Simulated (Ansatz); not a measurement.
**How far is PAW off for Bi2W?**

```
W Bi
1.0
     3.42037    0.00000    0.00000
    -1.71019    2.96213    0.00000
     0.00000    0.00000    8.35309
W Bi
1 2
Direct
  0.00000 0.00000 0.00000
  0.33333 0.66667 0.25365
  0.66667 0.33333 0.74635
```

Atom numbers follow the list: W1, Bi2, Bi3.

The cell was built from the CdI2 type and relaxed in the same program, and has space group P-3m1; it needn't be a known or the stable phase.

Spin–orbit coupling is left out, though it moves levels of the heavy atoms by tenths of an eV or more.

All numbers are computed: DFT, PBE, PAW with Ansatz's default frozen-core files, scalar-relativistic (Ansatz 0.2.0); DFT, PBE, all-electron PAW with datasets made for the crystal, scalar-relativistic (Ansatz 0.2.0); DFT, PBE, all-electron LAPW, scalar-relativistic (Ansatz 0.2.0).

For PAW: a Γ-centred 9×9×5 k mesh, Fermi–Dirac smearing of 0.03 eV, cutoff 420 eV, no spin polarisation. The crystal-made all-electron datasets (AE datasets) take a cutoff of 420 eV at this cell. LAPW targets a basis error of 0.5 meV/atom. The Ansatz runs share mesh, smearing and spin set-up. Plane-wave (PAW) pressures include the program's estimate of the Pulay term.

Stress and pressure are positive in compression.

Spin–orbit coupling is left out, which moves gradients at and beside heavy atoms by some per cent and at worst by a factor of two.

In a metal, gradients converge slowly with the k mesh: the values move by tens of per cent from one mesh to another, at times in sign, so only the comparison on one mesh counts.

Levels count from the Fermi level.

| quantity | PAW | AE datasets | LAPW |
| --- | --- | --- | --- |
| pressure (GPa) | 0.00 | 0.03 | 0.03 |
| highest filled level at A (eV) | -1.038 | -1.038 | -1.038 |
| lowest empty level at A (eV) | 0.225 | 0.224 | 0.225 |
| highest filled level at L (eV) | -0.976 | -0.979 | -0.979 |
| lowest empty level at L (eV) | 1.615 | 1.615 | 1.615 |
| highest filled level at Γ (eV) | -1.040 | -1.040 | -1.040 |
| lowest empty level at Γ (eV) | 0.224 | 0.224 | 0.224 |
| field gradient Vzz at W1 (10²¹ V/m²) | ? | ? | – |
| field gradient Vzz at Bi2 (10²¹ V/m²) | -58.61 | -58.84 | – |

(1) Fill in "AE datasets" for the row "field gradient Vzz at W1 (10²¹ V/m²)".

(2) Fill in "PAW" for the row "field gradient Vzz at W1 (10²¹ V/m²)".

Answers

(1) -18.10.

(2) -18.27.
